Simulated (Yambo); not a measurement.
A G0W0@PBEsol run in Yambo for Cs2WO2F4 (space group C2/m, No. 12) (2×2×2 Γ-centred k mesh, bands 2 to 320 and a 8 Ry block in the screening, 320 bands in G with the Bruneval-Gonze terminator, plasmon pole fitted at 27.2 eV) gives these matrix elements, in eV, at the band edges ((0, -0.5, -0.5) → (-0.5, -0.5, 0)):

```csv
state,E0,<Vxc>,<Σx>,<Σc(E0)>,Z
valence edge,0.000,-19.612,-25.278,4.100,0.793
conduction edge,2.414,-18.341,-12.371,-3.734,0.820
```

Problem. Solve the linearised quasiparticle equation for both states, give the gap, and say how exchange and correlation each act on it.

Solution. E = E0 + Z(Σx + Σc − Vxc). Valence: 0.000 + 0.793 × (-25.278 + (4.100) − (-19.612)) = -1.24 eV. Conduction: 2.414 + 0.820 × (-12.371 + (-3.734) − (-18.341)) = 4.25 eV. The gap is 5.49 eV, against 2.41 eV in PBEsol. Replacing Vxc by bare exchange alone would open it by 11.64 eV; correlation takes back 7.83 eV of that, and Z scales what is left. Nearest settings tried, and what they do to the gap: 206 bands in W, 206 bands in G: +48 meV; 3 Ry block (103 vectors against 449): +43 meV. Not varied: mesh. So the settings aren't converged at that level. The k mesh is coarse. Without spin-orbit coupling, band edges of such heavy elements can be off by tenths of an eV.

Geometry of the Materials Project entry, not relaxed at this level; primitive cell a = 6.3426 Å, b = 6.3426 Å, c = 4.9703 Å, α = 91.21°, β = 91.21°, γ = 58.62°.

The structure is a Materials Project entry; no match was found in the copy of COD used, and its stability was not checked.
